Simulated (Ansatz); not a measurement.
## NaTb2Sc2FeO9 (space group Cmmm, from a cell of Ba2ScTi2BiO9)

Computed with Ansatz (plane waves, PAW, 420 eV cutoff): PBE, scalar-relativistic, collinear spin, 4×4×6 k-mesh, Gaussian smearing of 0.05 eV. The datasets are Ansatz's generated set soft_2.

```
CELL_PARAMETERS angstrom
3.11219 -8.48202 0.00000
3.11219 8.48202 0.00000
0.00000 0.00000 3.91348
ATOMIC_POSITIONS crystal
Tb 0.62687 0.37313 0.00000
Tb 0.37313 0.62687 0.00000
Fe 0.00000 0.00000 0.00000
O 0.10759 0.89241 0.00000
O 0.89241 0.10759 0.00000
O 0.50000 0.50000 0.00000
O 0.41118 0.18797 0.50000
O 0.00000 0.50000 0.50000
O 0.58882 0.81203 0.50000
O 0.50000 0.00000 0.50000
O 0.18797 0.41118 0.50000
O 0.81203 0.58882 0.50000
Na 0.50000 0.50000 0.50000
Sc 0.16011 0.83989 0.50000
Sc 0.83989 0.16011 0.50000
```

The cell came from substitution into a structure type; whether the compound takes it is for experiment to say.

Magnetic state: ferrimagnetic, site spin moments Tb 5.94; Fe -3.03; O -0.12, -0.53 μB.

Problem. Which orbitals carry the states at the Fermi level, and how many states are there?

Solution. Within 0.1 eV of it: Tb 4f 77 %, Fe 3d 19 % (shares among the projected shells). The density of states at the Fermi level is about 8.6 states/eV per cell, averaged over 0.3 eV.

Density of states (tetrahedra, averaged over 0.5 eV; states/eV per cell of 15 atoms; energy in eV from the Fermi level):

| E (eV) | DOS |
| --- | --- |
| -5.60 | 1.7 |
| -5.10 | 2.1 |
| -4.60 | 30.1 |
| -4.10 | 11.3 |
| -3.60 | 16.0 |
| -3.10 | 17.0 |
| -2.60 | 14.6 |
| -2.10 | 14.6 |
| -1.60 | 13.5 |
| -1.10 | 12.7 |
| -0.60 | 8.6 |
| -0.10 | 6.0 |
| 0.40 | 14.6 |
| 0.90 | 16.4 |
| 1.40 | 5.0 |
| 1.90 | 0.0 |
| 2.40 | 0.0 |
| 2.90 | 0.6 |
| 3.40 | 3.6 |
| 3.90 | 6.3 |
| 4.40 | 11.7 |
| 4.90 | 11.5 |

Without a U or exact exchange the f states pile up at the Fermi level, so the metal found here may be the functional's error. Scalar-relativistic only: spin–orbit splittings of the heavy atoms' levels are missing. The run wasn't fully tested for a lower electronic state. Site moments are of spin, integrated over atomic spheres.

A lower state of the open shells can't be excluded, and forces and pressures are less sure for it.
